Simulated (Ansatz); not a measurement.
Relaxation of a relaxed Sn cell displaced along its unstable phonon at q = (½, 0, 0) of its primitive reciprocal cell (24i cm⁻¹), largest move 0.15 Å; 4 atoms in the cell, which starts as Pnma (No. 62), oP4; a = 5.811 Å, b = 5.523 Å, c = 3.355 Å, α = 90.00°, β = 90.00°, γ = 90.00°. Level of theory: r2SCAN (plane waves to 500 eV, PAW, scalar-relativistic; Ansatz, a quantum-chemistry and plane-wave program). Γ-centred k-mesh 11×11×6 on the run's cell (coarser than for final values), Fermi–Dirac smearing 0.05 eV. This is the first round of the run. 

The optimiser's lines from the output (shortened; P is positive under compression):

```
relax step   1: F+E_penalty+E_count = -24153.65761221 eV  Δ(F+E_penalty+E_count) = +0.000e0 eV  max|allowed force component| = 4.142e-2 eV/Å  Δτ_max = 0.0000 Å  P = +0.240 GPa  Ω = 107.691 Å³  (7 SCF iters, dr2 threshold 1.00e-7 eV, accepted)
relax step   2: F+E_penalty+E_count = -24153.66274330 eV  Δ(F+E_penalty+E_count) = -5.131e-3 eV  max|allowed force component| = 3.846e-2 eV/Å  Δτ_max = 0.0252 Å  P = -0.107 GPa  Ω = 108.374 Å³  (10 SCF iters, dr2 threshold 4.00e-7 eV, accepted)
relax step   3: F+E_penalty+E_count = -24153.68057345 eV  Δ(F+E_penalty+E_count) = -1.783e-2 eV  max|allowed force component| = 6.953e-2 eV/Å  Δτ_max = 0.1104 Å  P = -0.424 GPa  Ω = 109.086 Å³  (11 SCF iters, dr2 threshold 9.25e-8 eV, accepted)
relax step   4: F+E_penalty+E_count = -24153.70829649 eV  Δ(F+E_penalty+E_count) = -2.772e-2 eV  max|allowed force component| = 1.008e-1 eV/Å  Δτ_max = 0.1999 Å  P = -0.484 GPa  Ω = 109.401 Å³  (11 SCF iters, dr2 threshold 4.00e-7 eV, accepted)
relax step   5: F+E_penalty+E_count = -24153.73747361 eV  Δ(F+E_penalty+E_count) = -2.918e-2 eV  max|allowed force component| = 1.117e-1 eV/Å  Δτ_max = 0.1932 Å  P = -0.205 GPa  Ω = 109.096 Å³  (10 SCF iters, dr2 threshold 4.00e-7 eV, accepted)
relax step   6: F+E_penalty+E_count = -24153.85144744 eV  Δ(F+E_penalty+E_count) = -1.140e-1 eV  max|allowed force component| = 1.147e-1 eV/Å  Δτ_max = 0.2000 Å  P = +0.513 GPa  Ω = 108.588 Å³  (9 SCF iters, dr2 threshold 4.00e-7 eV, accepted)
relax step   7: F+E_penalty+E_count = -24153.96196521 eV  Δ(F+E_penalty+E_count) = -1.105e-1 eV  max|allowed force component| = 6.922e-2 eV/Å  Δτ_max = 0.1952 Å  P = -0.136 GPa  Ω = 110.500 Å³  (10 SCF iters, dr2 threshold 4.00e-7 eV, accepted)
relax step   8: F+E_penalty+E_count = -24153.99639900 eV  Δ(F+E_penalty+E_count) = -3.443e-2 eV  max|allowed force component| = 4.465e-2 eV/Å  Δτ_max = 0.1969 Å  P = +0.764 GPa  Ω = 109.054 Å³  (8 SCF iters, dr2 threshold 4.00e-7 eV, accepted)
relax step   9: F+E_penalty+E_count = -24154.04972421 eV  Δ(F+E_penalty+E_count) = -5.333e-2 eV  max|allowed force component| = 2.511e-2 eV/Å  Δτ_max = 0.0420 Å  P = +0.040 GPa  Ω = 110.200 Å³  (7 SCF iters, dr2 threshold 4.00e-7 eV, accepted)
relax step  10: F+E_penalty+E_count = -24154.05311443 eV  Δ(F+E_penalty+E_count) = -3.390e-3 eV  max|allowed force component| = 2.222e-3 eV/Å  Δτ_max = 0.0404 Å  P = -0.016 GPa  Ω = 110.318 Å³  (9 SCF iters, dr2 threshold 4.00e-7 eV, accepted)
relax step  11: F+E_penalty+E_count = -24154.05313617 eV  Δ(F+E_penalty+E_count) = -2.174e-5 eV  max|allowed force component| = 1.637e-4 eV/Å  Δτ_max = 0.0041 Å  P = -0.003 GPa  Ω = 110.290 Å³  (6 SCF iters, dr2 threshold 1.04e-9 eV, accepted)
relax step  12: F+E_penalty+E_count = -24154.05337610 eV  Δ(F+E_penalty+E_count) = -2.399e-4 eV  max|allowed force component| = 1.687e-4 eV/Å  Δτ_max = 0.0000 Å  P = +0.001 GPa  Ω = 110.290 Å³  stress off target by 5.53e-3 GPa  SCF on the basis re-selected at this cell (its energy is not comparable with the rows above)  (6 SCF iters)
```

From the first to the last row the energy changes by -0.10 eV/atom and the volume by +2.4 %. The last row is marked as not comparable with the walk above it, whose basis was carried along; it does compare with step 1, since both stand on a basis selected at the nominal cutoff for their own cell.

Later rounds, restarted from the end of this one on a renewed k-mesh, logged 5 more steps and released under 0.01 eV/atom more. The final structure after all rounds: P6/mmm (No. 191), hP1, AFLOW prototype A_hP1_191_a (A_f, as in Sn); a = 3.2326 Å, b = 3.2326 Å, c = 3.0488 Å, α = 90.00°, β = 90.00°, γ = 120.00°. Between re-selections the logged energies stand on a plane-wave basis carried along with the cell. No spin polarisation in the result.

The run could not lose the symmetry of its start, so the end can be a saddle point.

The relaxed structure here is a generated cell of Sn: the first start was made by placing the elements on the sites of a structure type, and the end was not matched to a known phase here, so it may be hypothetical. Known forms of Sn include space group No. 141, 227.
